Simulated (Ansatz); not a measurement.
## Nb (Fm-3m), tetragonal deformation path

All numbers below come from Ansatz, DFT LDA, scalar-relativistic, plane waves, PAW. The runs took a 420 eV cutoff, a Γ-centred 22×22×22 mesh and Gaussian smearing (0.15 eV). No spin polarisation. Energies are free energies at this smearing, counted from the undisturbed cell; pressure is positive in compression.

The undisturbed cell (as given, not relaxed at this level; it stands at -10.5 GPa; this fcc form isn't the usual structure):

```
CELL_PARAMETERS angstrom
0.00000 2.11500 2.11500
2.11500 0.00000 2.11500
2.11500 2.11500 0.00000
ATOMIC_POSITIONS crystal
Nb 0.00000 0.00000 0.00000
```

At fixed volume and fractional coordinates, lengths along (0.000, 0.000, 1.000) are scaled against those across it; ρ is that ratio over its starting value. The cell is metallic on the mesh throughout. At ρ = 0.707 the cell becomes cubic (Im-3m), and there the slope of the energy vanishes by symmetry. At -11 GPa the given cell is far from its own equilibrium, so these figures belong to a strongly strained crystal.

```
    ρ  ΔE (meV/atom) pressure (GPa)
0.707         -311.5           -15.8
0.780         -271.9           -15.2
0.850         -175.0           -13.5
0.920          -64.2           -11.6
1.000            0.0           -10.5
1.200         -161.8           -12.9
1.300         -184.8           -12.7
1.414         -123.6           -11.0
```

All sampled points lie below the start, which is a maximum along this line.